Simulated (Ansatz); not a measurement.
A geometry of Zr away from equilibrium: step 3 of the relaxation of a relaxed Zr cell, doubled along one cell vector, shaken by Gaussian noise of σ = 0.08 Å a coordinate. The numbers are results of r2SCAN (plane waves to 500 eV, PAW, scalar-relativistic; Ansatz, a quantum-chemistry and plane-wave program), not measurements. Γ-centred k-mesh 11×7×3 on the run's cell (coarser than for final values), Fermi–Dirac smearing 0.05 eV.

```
CELL_PARAMETERS angstrom
      3.01889     0.00051    -0.00615
      0.00084     4.94930     0.00055
     -0.02236     0.00120    10.75497
ATOMIC_POSITIONS crystal
  Zr 0.54404 0.50675 0.00170
  Zr 0.60303 0.49218 0.49587
  Zr 0.91671 0.98587 0.25122
  Zr 0.03222 0.99370 0.74912
  Zr 0.32617 0.48455 0.25075
  Zr 0.56329 0.49699 0.75294
```

Question: Give the Cartesian forces on all atoms (eV/Å).

Answer: 
```
atom     Fx     Fy     Fz
----  -----  -----  -----
Zr1    0.16  -0.01   0.59
Zr2    0.27   0.00  -0.22
Zr3   -0.02  -0.02   0.03
Zr4    0.12   0.10  -0.01
Zr5   -0.58   0.03  -0.09
Zr6    0.05  -0.09  -0.30
```

Question: What is the pressure?

Answer: +0.3 GPa, compression positive.

Question: How much energy per atom can still be gained by relaxing?

Answer: 0.79 eV/atom; the path ends in Cmcm (No. 63).

No spin polarisation in the result.

The end of the path is a generated cell of Zr: the first start was made by a random draw of sites in a space group, and the end was not matched to a known phase here, so it may be hypothetical. Known forms of Zr include space group No. 194.
